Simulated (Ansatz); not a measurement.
The cell below belongs to a search over invented structures; it isn't taken from experiment.

Input and command of a plane-wave DFT calculation in Ansatz:

```yaml
crystal:
  lattice:
    - [4.367, -1.953, 0.0]
    - [4.367, 1.953, 0.0]
    - [-4.36690852, 0.0, 4.36709148]
  atoms:
    - { symbol: Ge, position: [0.0, 0.0, 0.0] }
    - { symbol: Pd, position: [0.6, 0.6, 0.4] }
    - { symbol: Pd, position: [0.8, 0.8, 0.2] }
    - { symbol: Pd, position: [0.4, 0.4, 0.6] }
    - { symbol: Ir, position: [0.2, 0.2, 0.8] }
basis:
  ecutwfc: 420
kpoints:
  mp_grid: { grid: [5, 5, 4] }
hamiltonian:
  xc: pbe
scf:
  occupations: { method: gaussian, width: 0.2 }
  lower_state_search: "off"
output:
  forces: true
  stress: true
  eigenvalues: true
relax:
  adjacent_minimum: "off"
  f_tol: 0.08
  max_steps: 16
  cell: { stress_tol: 0.8 }
```

```bash
ansatz run input.yaml --threads 1 --pin off --max-ram 2560MiB --backend cpu --events-out ev --progress --plain --runs-dir out
```

Processor: Intel(R) Xeon(R) Platinum 8259CL CPU @ 2.50GHz (Skylake/Cascade Lake), 1 thread, on a host shared with other jobs.

How long does it run, and how much memory does it take?

About 92 s, peak memory 0.47 GiB. It solves 51 bands at 33 k points (after reduction by symmetry) with about 1481 plane waves (on the last cell), in 46 SCF iterations over 7 ionic steps.
